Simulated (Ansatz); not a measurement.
## CoW3: an elastic constant from a strain scan

Theory: Ansatz 0.2.0, DFT PBEsol, scalar-relativistic, plane waves, PAW. The runs took a 420 eV cutoff, a Γ-centred 12×12×12 mesh and Gaussian smearing (0.15 eV). Spin–orbit coupling is left out, which matters for the heavy elements here. No spin polarisation. A magnetic state may lie lower. Energies are free energies at this smearing, counted from the undisturbed cell; pressure is positive in compression.

The starting cell (relaxed at this level; it needn't be the usual structure):

```yaml
crystal:
  lattice:
    - [3.85824, 0.00000, 0.00000]
    - [0.00000, 3.85824, 0.00000]
    - [0.00000, 0.00000, 3.85824]
  atoms:
    - { symbol: Co, position: [0.00000, 0.00000, 0.00000] }
    - { symbol: W, position: [0.00000, 0.50000, 0.50000] }
    - { symbol: W, position: [0.50000, 0.00000, 0.50000] }
    - { symbol: W, position: [0.50000, 0.50000, 0.00000] }
```

The cell is strained by ε times the Voigt pattern (0, 1, 0, 0, 0, 0) (xx, yy, zz, yz, xz, xy; engineering shear) with fractional coordinates fixed. The cell holds 4 atoms in V0 = 57.43 Å³. The stress column is τ = (1/V0) dE/dε, got from the stress tensor σ (compression positive) at each point as −det(1 + εP) σ : P(1 + εP)⁻¹, with P the pattern as a tensor.

| ε | ΔE (meV/atom) | τ (GPa) |
| --- | --- | --- |
| -0.0600 | 57.376 | -22.249 |
| -0.0450 | 31.597 | -16.164 |
| -0.0300 | 13.759 | -10.435 |
| -0.0150 | 3.384 | -5.060 |
| 0.0000 | 0.000 | -0.033 |
| 0.0150 | 3.146 | 4.659 |
| 0.0300 | 12.388 | 9.035 |
| 0.0450 | 27.294 | 13.082 |
| 0.0525 | 36.725 | 14.968 |
| 0.0600 | ? | ? |

Problem. Which combination of elastic constants does this scan measure, and how large is it?

Solution. For small ε, τ = τ0 + Kε with K = pᵀCp, which for this pattern is C11 in the cubic axes. The parabola through τ at ε = -0.0150, 0 and 0.0150 has slope K = 324 GPa at zero. The energies per cell, E = NΔE, of the same two points give K = 2[E(ε₊)/ε₊ − E(ε₋)/ε₋]/[(ε₊ − ε₋)V0] = 324 GPa, in agreement.

Problem. Predict the withheld row at ε = 0.0600 from the harmonic law, and compare.

Solution. ΔE = V0(τ0 ε + Kε²/2)/N = 52.079 meV/atom and τ = 19.40 GPa. The calculation gives 47.393 meV/atom and 16.76 GPa: the energy lies 9 % below the harmonic value, as bonds soften when stretched.

In a metal these slopes depend on the k mesh and the smearing.

Cost: 10 runs of about 1.6 core-minutes in all, on Intel Xeon 6975P-C (Granite Rapids) (shared hosts).